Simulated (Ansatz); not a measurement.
BaHfO$_{3}$ (cubic perovskite), relaxed and computed with several functionals in Ansatz (plane waves, PAW).

```json
[
 {"functional": "HSE06", "a (Å)": "4.175", "gap (eV)": "5.18", "B₀ by P(V) fit (GPa)": "170"},
 {"functional": "r²SCAN", "a (Å)": "4.177", "gap (eV)": "4.19", "B₀ by P(V) fit (GPa)": "171"},
 {"functional": "LDA", "a (Å)": "4.121", "gap (eV)": "3.57", "B₀ by P(V) fit (GPa)": "182"}
]
```

All cells were relaxed under the symmetry of their starts (and spin orders); stability against distortions was not tested throughout. Rows with no word on spin ran without spin polarisation. Scalar-relativistic: spin–orbit coupling is off unless named, which matters more the heavier the elements.

Potentials: the later of the program's two PAW sets.

Ansatz (a first-principles code) is a plane-wave DFT program.
